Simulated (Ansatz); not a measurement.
SnO2 (rutile, P4_2/mnm), DFT-r²SCAN in the program Ansatz with PAW potentials. The conduction-band minimum lies at Γ, with 1 equivalent valley. Second derivatives d²E/dk² of the lowest band at one valley (eV·Å²), along Cartesian directions:

```
direction  d²E/dk²
---------  -------
[100]        33.37
[010]        33.37
[001]        39.50
[110]        33.37
[101]        36.43
[011]        36.43
```

### Question
Find the principal effective masses, the density-of-states mass and the conductivity mass.

### Answer
Off-diagonal terms follow from H_xy = H[110] − (H_xx + H_yy)/2, and m*/mₑ = 7.620 eV·Å² over each eigenvalue: 0.19, 0.23, 0.23. One valley's DOS mass (m₁m₂m₃)^(1/3) = 0.22, conductivity mass 3/(Σ 1/mᵢ) = 0.22 mₑ.

### Question
What effective density of states Nc follows at 300 K for parabolic valleys?

### Answer
Nc = 2.509e19 × 1 × (0.22)^(3/2) ≈ 2.6e18 cm⁻³.

Symmetry was held in the r²SCAN relaxation. Spin–orbit coupling is left out wherever it is not named.

Potentials: the later of the program's two PAW sets.

Edges and masses are those of Kohn–Sham bands, whose gap is no quasiparticle gap.
